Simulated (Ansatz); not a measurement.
The elements of this relaxed trial crystal are hidden behind letters.

```
lattice vectors (Å)
   4.9564    0.0000    0.0000
  -2.4782    4.2923    0.0000
   0.0000    0.0000    5.9955
fractional positions
X 0.0000 0.0000 0.7620
X 0.0000 0.0000 0.2380
X 0.6667 0.3333 0.0000
Z 0.6667 0.3333 0.5000
Z 0.3333 0.6667 0.0000
```

These are results of DFT PBE, scalar-relativistic, plane waves, PAW (Ansatz), not measurements. Settings of the last relaxation (5-atom cell): 420 eV, 12×12×6 k points, Gaussian smearing of 0.10 eV, no spin polarisation.

```
Space group                                : P-6m2 (No. 187)
Conventional cell                          : a = 4.956 Å, c = 5.996 Å
Volume per atom                            : 25.51 Å³
Density                                    : 5.08 g/cm³
Formation energy                           : −0.65 eV/atom
Gap on the 12×12×6 mesh of the 5-atom cell : 0 eV (a metal)
```

Energies are uncorrected and count from the elements' standard states at the same level.

Task: X is a d-block element of period 4 and Z is a p-block element of period 5. Which elements are they?

Result: X = Sc, Z = Te, so the formula is Sc3Te2. Density times volume gives a mean mass of 5.08 × 25.51/1.6605 = 78.0 u per atom, and this set has 78.0 u. Sc on a site of symmetry 3m has 1 Sc at 2.85 Å, 4 Sc at 3.14–3.20 Å and 6 Te at 3.20–3.26 Å; around Sc on a site of symmetry -6m2 lie 5 Te at 2.86–3.00 Å and 6 Sc at 3.20 Å; Te on its first site has 2 Sc at 3.00 Å and 6 Sc at 3.26 Å; 1 more site not described. Other sets within the hints have nearly the same mass, so mass alone doesn't settle it; this one was computed.

These runs have no spin–orbit coupling, which can matter for Te. Symmetry constrained the relaxation, so the result can be a saddle point.
